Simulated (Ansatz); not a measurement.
Input file for Ansatz (a program for electronic structure):

Ansatz 0.2 input:
```yaml
crystal:
  lattice:
    - [2.7381121172, 0.0, 0.0]
    - [-1.3690560586, 2.3712746519, 0.0]
    - [0.0, 0.0, 4.4148094919]
  atoms:
    - { symbol: Re, position: [0.3333333333, 0.6666666667, 0.75] }
    - { symbol: Re, position: [0.6666666667, 0.3333333333, 0.25] }
kpoints:
  mp_grid: { grid: [36, 36, 19] }
hamiltonian:
  xc: lda
  pseudopotentials: { kind: paw }
scf:
  occupations: { method: fermi_dirac, width: 0.1 }
elastic: { mode: relaxed_ion, stencil: two_point, amplitude: 0.005, f_tol: 0.0005 }
```

Output (shortened):

```
Pseudopotential: Re, paw, valence charge 15
Functional definition: SPW92
Crystal: 2 atoms, lattice volume = 28.665 Å³
Basis set: ecut = 420 eV, 573 PW (Γ)
Bands: 19, of which v1, the nominal top of the filled ones, is band 15 counted from 1 (14 counted from 0)
Symmetry: 24 space group operations
Space group: P63/mmc (ITA 194), of the structure as read, at distance tolerance 3.1e-5 Å
k-points: 1270 of 24624
SCF 1 converged in 8 iterations: F = -21215.326936 eV  dr2 = 4.68e-14
Crystal: 2 atoms, lattice volume = 28.521 Å³
Basis set: ecut = 420 eV, 565 PW (Γ)
Symmetry: 8 space group operations
k-points: 3430 of 24624
SCF 2 converged in 8 iterations: F = -21215.325214 eV  dr2 = 5.37e-14
relax step   1: F+E_penalty+E_count = -21215.32521447 eV  Δ(F+E_penalty+E_count) = +0.000e0 eV  max|allowed force component| = 1.896e-2 eV/Å  Δτ_max = 0.0000 Å  (8 SCF iters, accepted)
Crystal: 2 atoms, lattice volume = 28.521 Å³
SCF 3 converged in 7 iterations: F = -21215.325236 eV  dr2 = 1.91e-15
relax step   2: F+E_penalty+E_count = -21215.32523646 eV  Δ(F+E_penalty+E_count) = -2.199e-5 eV  max|allowed force component| = 1.172e-2 eV/Å  Δτ_max = 0.0030 Å  (7 SCF iters, accepted)
Crystal: 2 atoms, lattice volume = 28.521 Å³
SCF 4 converged in 6 iterations: F = -21215.325250 eV  dr2 = 2.59e-14
relax step   3: F+E_penalty+E_count = -21215.32525005 eV  Δ(F+E_penalty+E_count) = -1.359e-5 eV  max|allowed force component| = 6.135e-6 eV/Å  Δτ_max = 0.0012 Å  (6 SCF iters, accepted)
Crystal: 2 atoms, lattice volume = 28.521 Å³
SCF 5 converged in 6 iterations: F = -21215.325250 eV  dr2 = 0.0
Crystal: 2 atoms, lattice volume = 28.808 Å³
SCF 6 converged in 8 iterations: F = -21215.325617 eV  dr2 = 4.78e-14
relax step   1: F+E_penalty+E_count = -21215.32561749 eV  Δ(F+E_penalty+E_count) = +0.000e0 eV  max|allowed force component| = 1.837e-2 eV/Å  Δτ_max = 0.0000 Å  (8 SCF iters, accepted)
Crystal: 2 atoms, lattice volume = 28.808 Å³
SCF 7 converged in 6 iterations: F = -21215.325652 eV  dr2 = 8.75e-14
relax step   2: F+E_penalty+E_count = -21215.32565247 eV  Δ(F+E_penalty+E_count) = -3.499e-5 eV  max|allowed force component| = 8.892e-4 eV/Å  Δτ_max = 0.0018 Å  (6 SCF iters, accepted)
Crystal: 2 atoms, lattice volume = 28.808 Å³
SCF 8 converged in 9 iterations: F = -21215.325653 eV  dr2 = 0.0
relax step   3: F+E_penalty+E_count = -21215.32565255 eV  Δ(F+E_penalty+E_count) = -8.215e-8 eV  max|allowed force component| = 1.363e-7 eV/Å  Δτ_max = 0.0001 Å  (9 SCF iters, accepted)
Crystal: 2 atoms, lattice volume = 28.808 Å³
SCF 9 converged in 6 iterations: F = -21215.325653 eV  dr2 = 0.0
Crystal: 2 atoms, lattice volume = 28.521 Å³
SCF 10 converged in 7 iterations: F = -21215.325325 eV  dr2 = 3.54e-14
Crystal: 2 atoms, lattice volume = 28.808 Å³
SCF 11 converged in 6 iterations: F = -21215.325312 eV  dr2 = 5.67e-15
Crystal: 2 atoms, lattice volume = 28.664 Å³
Symmetry: 4 space group operations
k-points: 6337 of 24624
SCF 12 converged in 8 iterations: F = -21215.326537 eV  dr2 = 2.76e-14
relax step   1: F+E_penalty+E_count = -21215.32653717 eV  Δ(F+E_penalty+E_count) = +0.000e0 eV  max|allowed force component| = 2.225e-4 eV/Å  Δτ_max = 0.0000 Å  (8 SCF iters, accepted)
Crystal: 2 atoms, lattice volume = 28.664 Å³
SCF 13 converged in 6 iterations: F = -21215.326537 eV  dr2 = 6.64e-19
Crystal: 2 atoms, lattice volume = 28.664 Å³
SCF 14 converged in 8 iterations: F = -21215.326537 eV  dr2 = 2.86e-14
relax step   1: F+E_penalty+E_count = -21215.32653717 eV  Δ(F+E_penalty+E_count) = +0.000e0 eV  max|allowed force component| = 2.225e-4 eV/Å  Δτ_max = 0.0000 Å  (8 SCF iters, accepted)
Crystal: 2 atoms, lattice volume = 28.664 Å³
SCF 15 converged in 6 iterations: F = -21215.326537 eV  dr2 = 6.61e-19
SCF converged after 8 iterations
Free energy (F): -21215.326936 eV
Harris-Foulkes:  -21215.326936 eV  (|F-HF|=0.00e0)
Internal energy: -21215.274022 eV  (E = F + TS)
E sigma→0 (E₀):  -21215.300479 eV
Entropy (-TS):   -0.052914 eV (-26.457 meV/atom)
Fermi energy:    24.368622 eV
--- Per-component energies (eV) ---
  E_band       = -132.155938
  E_kinetic    = 1087.578302
  E_local      = -1485.097799  (includes V_loc(G=0)·N_el)
  E_nonlocal   = 107.886878
  E_hartree    = 533.151108
  E_xc         = -803.429285
  E_vxc        = -611.516003  (∫ρ·V_xc dr)
  E_paw        = -16803.824990  (= ΣΔE_a)
  E_vpaw       = -297.309368  (= ΣTr[D̂ρ^β])
  E_aug_tail   = -0.000160  (compensation charges beyond the density's cutoff)
  E_ewald      = -3852.176227
  E_core_change = 0.638152  (= ΣΔE_core)
  E_smearing   = -0.052914  (= −TS)
  E_closure    = 0.000000  (closes the sum)
  Σ components = -21215.326936   (vs F -21215.326936, Δ=0.00e0)
--- Forces (eV/Å), atoms counted from 1 ---
  atom   1  Re     0.00000000     0.00000000     0.00000000
  atom   2  Re     0.00000000     0.00000000     0.00000000
  max |Σ_I F_I| component: 4.63e-18 eV/Å
--- Stress (GPa, compression-positive) ---
        0.198110       0.000000       0.000000
        0.000000       0.198110       0.000000
        0.000000       0.000000      -0.025417
  P = ⅓ Tr σ = 0.1236 GPa (1.236 kbar)
--- Band table (eV; the first three rows and the last of 1270) ---
  k-point 0: bands = ["-55.3890", "-55.2490", "-17.9599", "-16.8033", "-16.8033", "-16.6100", "-16.6100", "-16.5814", "14.3703", "17.5653", "22.7004", "22.7004", "22.7284", "23.5764", "23.5764", "24.5239", "24.5239", "25.1643", "27.8394"]
  k-point 1: bands = ["-55.3880", "-55.2499", "-17.9511", "-16.8020", "-16.8020", "-16.6113", "-16.6113", "-16.5915", "14.4052", "17.5690", "22.6807", "22.6807", "22.7073", "23.5536", "23.5536", "24.5757", "24.5757", "25.0587", "27.8454"]
  k-point 2: bands = ["-55.3852", "-55.2528", "-17.9251", "-16.7981", "-16.7981", "-16.6216", "-16.6152", "-16.6152", "14.5091", "17.5783", "22.6299", "22.6299", "22.6459", "23.4878", "23.4878", "24.7223", "24.7223", "24.7642", "27.8592"]
  k-point 1269: bands = ["-55.2251", "-55.2251", "-17.6812", "-17.6812", "-17.4133", "-17.3785", "-16.8324", "-16.8324", "19.6674", "19.6674", "20.4440", "20.6319", "22.2085", "22.2085", "24.3261", "24.5173", "27.8265", "27.8265", "34.1281"]
--- Elastic constants: 3 strain directions × 2 members + reference (group order 24) ---
  dense FFT box of the reference and of every strained cell: 20×20×30
  strains applied: 11, 33, 23; error gains …
  C = ∂σ_k/∂η_j (tension-positive GPa; Voigt order 11 22 33 23 13 12):
       664.335    298.501    248.984      0.000      0.000      0.000
       298.501    664.335    248.984      0.000      0.000      0.000
       248.735    248.735    723.645      0.000      0.000      0.000
         0.000      0.000      0.000    178.691      0.000      0.000
         0.000      0.000      0.000      0.000    178.691      0.000
         0.000      0.000      0.000      0.000      0.000    182.917
  reference stress σ⁰ (GPa):     -0.198     -0.198      0.025      0.000      0.000      0.000
  moduli (Voigt/Reuss/Hill, GPa): K = 404.97/404.96/404.97   G = 191.80/189.63/190.71   E = 494.51   ν = 0.296
  mechanically stable: yes (min eigenvalue of sym C = 178.69 GPa)
  strain η (Voigt 11):  stress-route row diagonal C_11 = 664.33 GPa, energy-path curvature d²(F+E_count+ΔE)/dδ²/Ω₀ = 664.26 GPa
         δ    σ_11 (GPa)             F (eV)   n_scf  n_hpsi   n_pw
    -5.000e-3      -3.6013      -21215.3252500       6  778635    575   relax 3 steps, max|allowed force component| 6.13e-6 eV/Å
     5.000e-3       3.0420      -21215.3256526       6  778726    580   relax 3 steps, max|allowed force component| 1.36e-7 eV/Å
  strain η (Voigt 33):  stress-route row diagonal C_33 = 723.64 GPa, energy-path curvature d²(F+E_count+ΔE)/dδ²/Ω₀ = 723.62 GPa
         δ    σ_33 (GPa)             F (eV)   n_scf  n_hpsi   n_pw
    -5.000e-3      -3.6500      -21215.3253254       7  414672    576   relax 0 steps, max|allowed force component| 9.25e-18 eV/Å
     5.000e-3       3.5864      -21215.3253118       6  361373    580   relax 0 steps, max|allowed force component| 2.31e-17 eV/Å
  strain η (Voigt 23):  stress-route row diagonal C_44 = 178.69 GPa, energy-path curvature d²(F+E_count+ΔE)/dδ²/Ω₀ = 178.74 GPa
         δ    σ_23 (GPa)             F (eV)   n_scf  n_hpsi   n_pw
    -5.000e-3      -0.8935      -21215.3265372       6  1456534    577   relax 1 steps, max|allowed force component| 2.23e-4 eV/Å
     5.000e-3       0.8935      -21215.3265372       6  1456928    577   relax 1 steps, max|allowed force component| 2.23e-4 eV/Å
```

Cost: around 29 core-minutes (rough) on shared cores.

Space group P6_3/mmc (hcp (Mg type)). Symmetry was held in the LDA relaxation. No spin polarisation was allowed. As this level gives no gap, shear constants depend on the k-mesh and smearing (Fermi–Dirac, 0.1 eV here). Axis ratios of metals converge slowly with the k-mesh, so a and c are less sure than the volume. Spin–orbit coupling is left out wherever it is not named.

Potentials: the later of the program's two PAW sets.

Ansatz is a plane-wave DFT program.
